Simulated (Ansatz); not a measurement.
Crystals of one structure type (rock salt) and one family of elements, relaxed and computed with the program Ansatz at the LDA level (PAW).

```
crystal  K_Hill (GPa)  G_Hill (GPa)
-------  ------------  ------------
RbBr             18.4           8.1
KBr              20.3             ?
KCl              24.3          11.8
LiBr             33.3          21.9
LiCl             40.9          27.5
KF               43.7          21.1
LiF              86.9          62.2
```

### Question
Fit a straight line to ln G against ln K and predict the withheld value.

### Answer
Least squares on the 6 shown rows: ln G = 1.29 × ln K + (-1.612), with a scatter of 13 %. For KBr this gives 9.7. The run itself gave 9.7, within the scatter.

All cells were relaxed under the symmetry of their starts (and spin orders); stability against distortions was not tested throughout. Scalar-relativistic: spin–orbit coupling is off unless named, which matters more the heavier the elements.

Potentials: the later of the program's two PAW sets.
